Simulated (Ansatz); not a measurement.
**Computed properties of Cr₃Ge**

Cr3Ge:
```
CELL_PARAMETERS angstrom
      4.54675     0.00000     0.00000
      0.00000     4.54675     0.00000
      0.00000     0.00000     4.54675
ATOMIC_POSITIONS crystal
  Cr 0.25000 0.00000 0.50000
  Cr 0.75000 0.00000 0.50000
  Cr 0.50000 0.75000 0.00000
  Cr 0.50000 0.25000 0.00000
  Cr 0.00000 0.50000 0.75000
  Cr 0.00000 0.50000 0.25000
  Ge 0.00000 0.00000 0.00000
  Ge 0.50000 0.50000 0.50000
```

Space group Pm-3n (No. 223), A15 (Cr3Si type); conventional cell a = b = c = 4.547 Å, α = β = γ = 90.00°.

Method: plane-wave PAW r²SCAN (Ansatz code). The cell and atoms are relaxed at this level. Other levels are named where they apply.

### Cell and energy

| Item | Value |
|---|---|
| Volume per atom | 11.75 Å³ |
| Density | 8.08 g/cm³ |
| Formation energy from the elements (no fitted shifts) | 0.085 eV/atom |

### Electronic structure

| Quantity | Result |
|---|---|
| Electronic character | metallic (no gap) |
| Density of states at the Fermi level | 0.73 states/eV per atom (mean over ±0.08 eV) |
| Gap with spin–orbit coupling | none (metallic) |

### Mechanics

| Property | Value |
|---|---|
| Bulk modulus (Birch–Murnaghan fit) | 250 GPa |
| Pressure derivative B′ | 4.3 |

### Charges

| Item | Result |
|---|---|
| Bader charges | Cr +0.31, Ge -0.93 e |

The workflow started from a Materials Project entry (that database holds measured and hypothetical structures alike); the Crystallography Open Database copy checked does not list it. Whether it is the stable phase at ambient conditions was not checked. Symmetry was held in the r²SCAN relaxation; its stability against distortions is not shown here. No spin polarisation was allowed. The references are the lowest solids computed at this level, not always the standard phases. Scalar-relativistic: spin–orbit coupling is off unless named, which matters more the heavier the elements.

Potentials: the later of the program's two PAW sets.
